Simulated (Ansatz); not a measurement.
Pd:
```xyz
1
Lattice="0.0000 1.9447 1.9447 1.9447 0.0000 1.9447 1.9447 1.9447 0.0000" Properties=species:S:1:pos:R:3 pbc="T T T"
Pd     0.0000     0.0000     0.0000
```

Relaxed with PBE+D3(BJ). Special points in fractions of this cell's reciprocal vectors: Γ (0.000, 0.000, 0.000); X (0.500, 0.000, 0.500); U (0.625, 0.250, 0.625); K (0.375, 0.375, 0.750); L (0.500, 0.500, 0.500); W (0.500, 0.250, 0.750).

Question: List the band energies nearest the Fermi level at these points for DFT-PBE+D3(BJ) in the program Ansatz with PAW potentials.

Answer: In eV from the Fermi level; about four levels below and three above (degenerate sets whole), none deeper than 8.9 eV; … stands for higher levels left out; points with the same levels are listed once.

```
k                    below        above
-  -----------------------  -----------
Γ  -7.17 -2.86 -2.86 -2.86            …
X        -5.42 -5.14 -0.05  0.29 0.29 …
U  -4.18 -1.98 -0.96 -0.16            …
L  -2.90 -2.90 -0.02 -0.02            …
W  -4.35 -3.40 -3.40 -1.33       0.30 …
```

Space group Fm-3m (fcc (Cu type)). The PBE+D3(BJ) relaxation kept the symmetry of its start. No spin polarisation was allowed. The pairwise dispersion correction was not fitted to metals. Spin–orbit coupling is left out wherever it is not named.

Potentials: the earlier of the program's two PAW sets.
